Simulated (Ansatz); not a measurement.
KF (rock salt)

```cif
data_F4K4
_chemical_formula_sum 'F4 K4'
_space_group_name_H-M_alt 'Fm-3m'
_space_group_IT_number 225
_space_group_name_Hall '-F 4 2 3'
_cell_length_a 5.42078
_cell_length_b 5.42078
_cell_length_c 5.42078
_cell_angle_alpha 90.000
_cell_angle_beta 90.000
_cell_angle_gamma 90.000
loop_
_atom_site_label
_atom_site_type_symbol
_atom_site_symmetry_multiplicity
_atom_site_Wyckoff_symbol
_atom_site_fract_x
_atom_site_fract_y
_atom_site_fract_z
_atom_site_occupancy
F1 F 4 a 0.00000 0.00000 0.00000 1
K1 K 4 b 0.50000 0.50000 0.50000 1
```
(The calculation used a cell of 2 atoms; values per cell refer to that cell.)

Two coordinates are scanned: the volume, and the ratio of the stretch along z (the conventional c axis) to the stretch across it. Atoms keep their fractional coordinates.

All values below come from PBE (plane waves to 420 eV, PAW, scalar-relativistic; Ansatz, a first-principles code). k mesh 11×11×11 (Γ-centred), Fermi-Dirac smearing 0.05 eV. The energy includes the smearing's −TS. Stress and pressure are positive under compression. KF was relaxed with its symmetry unable to fall. The zero of ΔE is the relaxed starting cell.

ΔE (meV/atom), with V/V₀ across and (c/a)/(c/a)₀ down:

```csv
(c/a)/(c/a)₀ \ V/V₀,0.920,0.947,0.973,1.000,1.027,1.053,1.080
0.880,66.4,52.8,43.2,37.1,34.0,33.4,35.0
0.920,34.6,24.4,17.9,14.6,14.0,15.8,19.6
0.960,18.3,9.9,5.1,3.3,4.1,7.1,12.0
1.000,13.6,5.7,1.4,0.0,1.2,4.6,9.9
1.040,17.6,9.2,4.5,2.7,3.6,6.6,11.6
1.080,28.5,18.8,12.9,10.0,9.9,12.1,16.3
1.120,45.0,33.4,25.6,21.2,19.5,20.3,23.2
```

σzz (GPa), with V/V₀ across and (c/a)/(c/a)₀ down:

```csv
(c/a)/(c/a)₀ \ V/V₀,0.920,0.947,0.973,1.000,1.027,1.053,1.080
0.880,12.7,10.4,8.4,6.6,5.1,3.7,2.6
0.920,8.4,6.5,4.9,3.6,2.4,1.4,0.5
0.960,5.2,3.8,2.5,1.5,0.5,-0.3,-0.9
1.000,3.0,1.8,0.8,0.0,-0.7,-1.3,-1.9
1.040,1.4,0.4,-0.3,-1.0,-1.5,-2.0,-2.4
1.080,0.2,-0.5,-1.1,-1.6,-2.0,-2.4,-2.7
1.120,-0.5,-1.1,-1.6,-2.0,-2.3,-2.6,-2.8
```

Derived quantities:

- Shear modulus C′ = (C11 − C12)/2 (fit, atoms clamped) = 22 GPa
- Lowest place on the grid = V/V₀ = 1.000, (c/a)/(c/a)₀ = 1.000 (0.0 meV/atom)
- Highest place on the grid = V/V₀ = 0.920, (c/a)/(c/a)₀ = 0.880 (66.4 meV/atom)

The 49 points together took around 70 core-seconds (rough).

(Under strain, the slope of the energy per volume gives the stress and its curvature an elastic modulus.)
